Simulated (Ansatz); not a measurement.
**All-electron card of SbP**

```xyz
2
Lattice="0.0000 2.8177 2.8177 2.8177 0.0000 2.8177 2.8177 2.8177 0.0000" Properties=species:S:1:pos:R:3 pbc="T T T"
Sb    0.0000    0.0000    0.0000
P     2.8177    2.8177    2.8177
```

Atom numbers follow the list: Sb1, P2.

The cell was built from the rocksalt type and relaxed in the same program, and has space group Fm-3m; it needn't be a known or the stable phase.

No spin–orbit coupling, which matters for the heavy atoms here.

Levels of theory: DFT, PBE, all-electron LAPW, scalar-relativistic (Ansatz 0.2.0); DFT, PBE, PAW with Ansatz's default frozen-core files, scalar-relativistic (Ansatz 0.2.0).

For LAPW: a Γ-centred 11×11×11 k mesh, Fermi–Dirac smearing of 0.05 eV, basis error target 0.5 meV/atom, no spin polarisation. PAW takes a cutoff of 420 eV at this cell. The Ansatz runs share mesh, smearing and spin set-up. Values come from LAPW unless marked.

```yaml
Band_gap: none at this level of theory (metallic, semimetallic, or a small gap that the functional closes)
Density_of_states_at_the_Fermi_level_0.2_eV_bin: 0.19 states/eV per cell
Löwdin_charges_with_0.09_e_of_the_cell_spilling_out_of_the_atomic_basis_so_their_sizes_and_signs_hang_on_that_basis: Sb1 0.43, P2 -0.34 e
Bader_charges_from_the_PAW_run: Sb1 +0.69, P2 -0.69 e
Volume_per_atom: 22.37 Å³
Pressure_at_this_cell: 0.01 GPa
```
